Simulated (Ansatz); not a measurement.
Relaxed-ion elastic tensor of B13C2 in space group R-3m (No. 166; B on 3b, B on 18h, B on 18h, C on 6c) in GPa (Voigt order), DFT-PBEsol in the program Ansatz with PAW potentials; density 2.47 g/cm³, 7.37 Å³ per atom.

```tsv
	1	2	3	4	5	6
1	517	126	82.2	11.5	0.0	0.0
2	126	517	82.2	-11.5	0.0	0.0
3	82.2	82.2	449	0.0	0.0	0.0
4	11.5	-11.5	0.0	109	0.0	0.0
5	0.0	0.0	0.0	0.0	109	11.5
6	0.0	0.0	0.0	0.0	11.5	195
```

Problem. Is the crystal mechanically stable?

Solution. Yes: the smallest eigenvalue of C is 107 GPa.

Problem. Work out the Voigt, Reuss and Hill averages.

Solution. K_V = 229, K_R = 227, K_H = 228; G_V = 162, G_R = 148, G_H = 155 GPa.

Problem. Give Young's modulus, Poisson's ratio, Pugh's ratio and the universal anisotropy index.

Solution. E = 9KG/(3K + G) = 379 GPa; ν = 0.22; K/G = 1.47 (brittle by the Pugh limit of 1.75); A_U = 5G_V/G_R + K_V/K_R − 6 = 0.49.

Problem. Estimate the sound speeds and the Debye temperature.

Solution. v_l = √((K + 4G/3)/ρ) = 13300 m/s, v_t = √(G/ρ) = 7920 m/s, mean 8760 m/s; Θ = (h/k)(3n/4πV)^(1/3) v_m = 1340 K.

Problem. Solve the Christoffel equation for the three sound speeds along x, y, z.

Solution. Eigenvalues of C_ijkl n_j n_l equal ρv². In km/s, slowest first: x 6.58, 8.92, 14.46; y 6.62, 8.89, 14.47; z 6.63, 6.63, 13.48.

Problem. How much does each axis shrink under pressure?

Solution. Linear compressibilities β_i = Σ_j S_ij (j = 1 to 3): x 1.3, y 1.3, z 1.7 per TPa.

The first step of the workflow began from a Materials Project structure, measured or hypothetical; the Crystallography Open Database copy checked does not list it. Its standing as an ambient phase is unchecked. The PBEsol relaxation kept the symmetry of its start; its stability against distortions is not shown here. As this level gives no gap, shear constants depend on the k-mesh and smearing (Fermi–Dirac, 0.1 eV here). On the denser mesh and wider smearing of the elastic run this cell carries a stress of 0.4 GPa.

Potentials: the later of the program's two PAW sets.
